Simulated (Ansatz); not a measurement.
SiC:
```
SiC
1.0
    0.00000     2.01402     2.01402
    2.01402     0.00000     2.01402
    2.01402     2.01402     0.00000
C Si
1 1
Cartesian
  0.00000   0.00000   0.00000
  2.01402   2.01402   2.01402
```

Relaxed with r²SCAN.

### Question
Tabulate the valence density and the electron localisation function along the shortest C–Si contact (2.01 Å), plane-wave PAW r²SCAN (Ansatz code).

### Answer


```
distance from C (Å)  density (e/Å³)   ELF
-------------------  --------------  ----
0.20                           1.78  0.09
0.30                           1.78  0.28
0.40                           1.68  0.52
0.50                           1.50  0.70
0.60                           1.29  0.80
0.70                           1.08  0.84
0.81                           0.91  0.86
0.91                           0.77  0.86
1.01                           0.68  0.85
1.11                           0.61  0.84
1.21                           0.55  0.79
1.31                           0.48  0.69
1.41                           0.39  0.51
1.51                           0.29  0.31
1.61                           0.20  0.19
1.71                           0.12  0.16
1.81                           0.07  0.25
```

The density is the valence pseudo-density with augmentation charge, so density and ELF within about 1 Å of a nucleus are not all-electron values.

Space group Fm-3m (rock salt). This is a known high-pressure phase of the composition, computed here at zero pressure and temperature. The r²SCAN relaxation kept the symmetry of its start; whether a distortion lowers the energy is not shown. Its formation energy is positive at this level, so the cell may be metastable or incomplete.

Potentials: the later of the program's two PAW sets.
